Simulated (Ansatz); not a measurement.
The elements of this relaxed trial crystal are hidden behind letters.

```
lattice vectors (Å)
   5.7634    0.0000    0.0000
  -2.8817    4.9912    0.0000
   0.0000    0.0000    3.1123
fractional positions
X 0.5000 0.0000 0.0000
X 0.0000 0.5000 0.0000
X 0.5000 0.5000 0.0000
Z 0.0000 0.0000 0.5000
```

Computed with Ansatz, DFT PBE, scalar-relativistic, plane waves, PAW. Cutoff 420 eV, Γ-centred 12×12×14 mesh (4-atom cell), Gaussian smearing of 0.10 eV, no spin polarisation.

```
Space group                                 : P6/mmm (No. 191)
Conventional cell                           : a = 5.763 Å, c = 3.112 Å
Volume per atom                             : 22.38 Å³
Density                                     : 6.14 g/cm³
Formation energy                            : +0.10 eV/atom
Gap on the 12×12×14 mesh of the 4-atom cell : 0 eV (a metal)
```

Energies are uncorrected and count from the elements' standard states at the same level.

Q: X is a p-block element of period 4 and Z is a p-block element of period 5. Which elements are they?

A: X = Ga, Z = Sb, so the formula is Ga3Sb. Density times volume gives a mean mass of 6.14 × 22.38/1.6605 = 82.8 u per atom, and this set has 82.7 u. Among the elements that the hints allow, noble gases aside, only these give it. Around Ga lie 4 Ga at 2.88 Å, 2 Ga at 3.11 Å and 4 Sb at 3.28 Å; Sb is surrounded by 2 Sb at 3.11 Å and 12 Ga at 3.28 Å.

These runs have no spin–orbit coupling, which can matter for Sb. Symmetry constrained the relaxation, so the result can be a saddle point. Another cell of Ga3Sb relaxed alike, in P-3m1, lies 43 meV/atom lower, so this cell isn't the stable form at this level.
